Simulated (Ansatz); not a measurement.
# SrTi2O4: a first pass over candidate cells

Method: Ansatz 0.2.0, DFT PBE, scalar-relativistic, plane waves, PAW. Each cell gets a short relaxation within its symmetry: 420 eV, a coarse mesh through Γ, smearing of 0.15 eV, at most 16 steps to 0.08 eV/Å and 0.8 GPa. Magnetic atoms start with parallel moments. Energies are free energies per atom, good to about 0.1 eV/atom between metallic cells, end volumes are rough, and groups of ends are read at 0.1 Å.

The candidates are structure types from databases with the species swapped, cells proposed by chemical analogy and random cells on Wyckoff sites, with guessed sizes. Not shown: 6 further candidates, unfinished, in doubt or set aside.

| # | made from | sites | V start (Å³/atom) |
| --- | --- | --- | --- |
| 1 | proposed by analogy (P-3m1) | Sr 1a; Ti 2c; O 2d, 2d | 12.9 |
| 2 | K4HgP2 cell (R-3m) | Sr 3a; Ti 6c; O 6c, 6c | 16.1 |
| 3 | random sites (P-6m2) | Sr 1a; Ti 2i; O 2i, 2g | 15.5 |
| 4 | random sites (P4/mmm) | Sr 1c; Ti 2g; O 2h, 2g | 15.0 |
| 5 | random sites (P6/mmm) | Sr 1b; Ti 2e; O 2d, 2c | 13.7 |
| 6 | LiTa2S4 cell (P-3m1) | Sr 1b; Ti 2c; O 2d, 2d | 12.3 |
| 7 | random sites (F-43m) | Sr 4a; Ti 4c, 4d; O 16e | 14.5 |
| 8 | proposed by analogy (Fd-3m) | Sr 8a; Ti 16d; O 32e | 12.9 |
| 9 | proposed by analogy (P2/m) | Sr 1c; Ti 1e, 1a; O 2n, 2m | 12.9 |
| 10 | proposed by analogy (Cmcm) | Sr 4c; Ti 8f; O 4c, 8f, 4b | 12.9 |
| 11 | ZrV2Ga4 cell (I4/mmm) | Sr 2a; Ti 4d; O 8h | 12.2 |
| 12 | random sites (P-3m1) | Sr 1b; Ti 2d; O 2c, 2d | 13.2 |

Task: Rank the ends, and say which starts fall together.

Result: The lowest end has space group Cmcm (No. 63) and 11.6 Å³/atom; only candidate 10 reaches it. The lowest start before relaxing, candidate 8, ends close behind. 1 other end lies within 0.1 eV/atom of it, so the top isn't resolved yet.

```
 #  E start (eV/atom)  E end (eV/atom)  end group  V end (Å³/atom)       finished  same end as
10               0.19             0.00       Cmcm             11.6            yes            -
 9               0.13             0.09       P2/m             13.2            yes            -
 8               0.12             0.11      Fd-3m             13.2            yes            -
 3               2.46             0.25      P-6m2             14.8  stopped early            -
12               2.49             0.34      P-3m1             13.4  stopped early            -
 1               0.55             0.36      P-3m1             13.8            yes            -
 2               3.60             0.38       R-3m             12.2            yes            -
 6               0.97             0.52      P-3m1             13.0            yes            -
 4               4.21             0.91     P4/mmm             15.6  stopped early            -
11               1.51             1.25     I4/mmm             11.5            yes            -
 7               2.22             1.77      F-43m             16.1            yes            -
 5               2.62             2.38     P6/mmm             17.4            yes            -
```

Energies count from the lowest end; groups are read at 0.1 Å. Cells stopped early, at the step cap or the time limit, are upper bounds. Ends are matched loosely, so a merged end can be a slightly distorted copy, and ends listed apart can be strained forms of one structure.

Other magnetic orders may lie lower. The runs shown took about 7.5 CPU minutes on Intel(R) Xeon(R) 6975P-C (Granite Rapids), a shared host. Some candidate types were left out of the draw beforehand, so a known form may be missing.
